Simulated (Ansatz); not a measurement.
GaP:
```cif
data_Ga6P6
_chemical_formula_sum 'Ga6 P6'
_space_group_name_H-M_alt 'R-3m :H'
_space_group_IT_number 166
_space_group_name_Hall '-R 3 2"'
_cell_length_a 3.79531
_cell_length_b 3.79531
_cell_length_c 18.89355
_cell_angle_alpha 90.000
_cell_angle_beta 90.000
_cell_angle_gamma 120.000
loop_
_atom_site_label
_atom_site_type_symbol
_atom_site_symmetry_multiplicity
_atom_site_Wyckoff_symbol
_atom_site_fract_x
_atom_site_fract_y
_atom_site_fract_z
_atom_site_occupancy
Ga1 Ga 6 c 0.00000 0.00000 0.43596 1
P1 P 6 c 0.00000 0.00000 0.05805 1
```
(The calculation used a cell of 4 atoms; values per cell refer to that cell.)

Relaxed with LDA.

Give the optical modes at the zone centre with their infrared and Raman activity from DFPT, DFT-LDA in the program Ansatz with PAW potentials.

Transverse frequencies, without the LO–TO term; a row sums one degenerate level.

| ω (cm⁻¹) | degeneracy | IR ((D/Å)²/amu) | Raman (Å⁴/amu) | activity | symmetry |
|---|---|---|---|---|---|
| 71 | 2 | 0.00 | 190 | Raman | Eg |
| 266 | 1 | 0.00 | 360 | Raman | A1g |
| 281 | 1 | 2.89 | 0 | IR | A2u |
| 339 | 2 | 8.98 | 0 | IR | Eu |
| 373 | 2 | 0.00 | 150 | Raman | Eg |
| 464 | 1 | 0.00 | 2800 | Raman | A1g |

How high does the top mode go among those that the LO–TO term moves?

353 cm⁻¹ for q along x, 353 cm⁻¹ for q along y, 291 cm⁻¹ for q along z.

The first step of the workflow began from a Materials Project structure, measured or hypothetical; the Crystallography Open Database copy checked does not list it. It is not the phase usual at ambient conditions (space group No. 216). Symmetry was held in the LDA relaxation; its stability against distortions is not shown here. Scalar-relativistic: spin–orbit coupling is off unless named, which matters more the heavier the elements.

Potentials: the later of the program's two PAW sets.
